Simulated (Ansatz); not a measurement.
Relaxed-ion elastic tensor of Nb₃Sn in space group Fm-3m (No. 225; Sn on 4a, Nb on 4b, Nb on 8c) in GPa (Voigt order), DFT-r²SCAN in the program Ansatz with PAW potentials; density 8.83 g/cm³, 18.69 Å³ per atom.

```
 148   181   181   0.0   0.0   0.0
 181   148   181   0.0   0.0   0.0
 181   181   148   0.0   0.0   0.0
 0.0   0.0   0.0  56.8   0.0   0.0
 0.0   0.0   0.0   0.0  56.8   0.0
 0.0   0.0   0.0   0.0   0.0  56.8
```

**Question.** Is the crystal mechanically stable?

**Answer.** No: the smallest eigenvalue of C is -33.1 GPa.

A made-up cell: these elements were put on the sites of a structure type; neither database checked (COD, Materials Project) lists it. It is not the phase usual at ambient conditions (space group No. 223). The cell was relaxed with r²SCAN under the symmetry of its start. At this level the phase is mechanically unstable. The run is not spin-polarised. As this level gives no gap, shear constants depend on the k-mesh and smearing (Fermi–Dirac, 0.1 eV here). Spin–orbit coupling is left out wherever it is not named.

Potentials: the later of the program's two PAW sets.
